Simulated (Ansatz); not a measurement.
Ti (Fm-3m), stationary points along a deformation path

Theory: Ansatz 0.2.0, DFT r2SCAN, scalar-relativistic, plane waves, PAW. Cutoff 500 eV, Γ-centred 22×22×22 k-points, Gaussian smearing of 0.15 eV. No spin polarisation. Energies are free energies at this smearing, counted from the undisturbed cell; pressure is positive in compression.

The starting cell (as given, not relaxed at this level; it stands at 4.4 GPa; this fcc form isn't the usual structure):

```
Ti
1.0
     0.00000    2.03000    2.03000
     2.03000    0.00000    2.03000
     2.03000    2.03000    0.00000
Ti
1
Direct
  0.00000 0.00000 0.00000
```

At fixed volume and fractional coordinates, lengths along (0.000, 0.000, 1.000) are scaled against those across it; ρ is that ratio over its starting value. V = 16.731 Å³/atom. Δσ is the stress along the axis less the mean stress across it (compression positive).

| ρ | ΔE (meV/atom) | Δσ (GPa) | space group |
| --- | --- | --- | --- |
| 0.650 | 48.5 | -2.30 | I4/mmm |
| 0.707 | 58.0 | -0.01 | Im-3m |
| 0.780 | 47.6 | 2.95 | I4/mmm |
| 0.850 | 25.9 | 3.79 | I4/mmm |
| 0.920 | 7.8 | 2.57 | I4/mmm |
| 0.960 | 1.9 | 1.34 | I4/mmm |
| 1.000 | 0.0 | 0.00 | Fm-3m |
| 1.050 | 2.6 | -1.52 | I4/mmm |
| 1.100 | 9.5 | -2.71 | I4/mmm |
| 1.200 | 35.3 | -6.21 | I4/mmm |
| 1.300 | 82.2 | -10.99 | I4/mmm |
| 1.414 | 167.2 | -18.23 | I4/mmm |
| 1.500 | 255.1 | -24.84 | I4/mmm |

How does the stress give the slope of the energy, and where is the energy stationary?

Along the path d ln(length) is 2/3 d ln ρ on the axis and −1/3 d ln ρ across it, so dE/d ln ρ = −(2/3) V Δσ: the energy falls with ρ where Δσ is positive. Δσ vanishes or changes sign at ρ = 0.707 (Im-3m), a maximum at 58.0 meV/atom; at ρ = 1.000 (Fm-3m), a minimum at 0.0 meV/atom. Pairs of stationary points between two samples would go unseen, and could change a minimum read from distant neighbours into a maximum. At ρ = 0.707, 1.000 the cell is cubic, where symmetry alone makes the stress isotropic and the slope zero.

Which shear constant sets the curvature at ρ = 1?

For a cubic crystal E/V = (2/3) C (ln ρ)² with C = C′ = (C11 − C12)/2, so Δσ = −2C ln ρ. The parabola of Δσ against ln ρ through ρ = 0.960, 1 and 1.050 gives C ≈ 16.1 GPa with the ions clamped, rough because the steps are large. It is the stress–strain coefficient at this cell's pressure of 4.4 GPa, not the zero-pressure constant.

Integrate that slope from ρ = 1 to 1.200 by the trapezoid rule.

With V/N in Å³ and 1 eV/Å³ = 160.2 GPa the slopes at ρ = 1.000, 1.050, 1.100, 1.200 are 0, 106, 189, 432 meV/atom per unit of ln ρ. The steps add 2.6 + 6.8 + 27.0 = 36.4 meV/atom, against 35.3 from the energies; the trapezoid rule misses the curvature of the slope within each step.

In a metal these slopes depend on the k mesh and the smearing.

Cost: 13 runs of about 3.7 core-minutes in all, on Arm Neoverse V2 (shared hosts).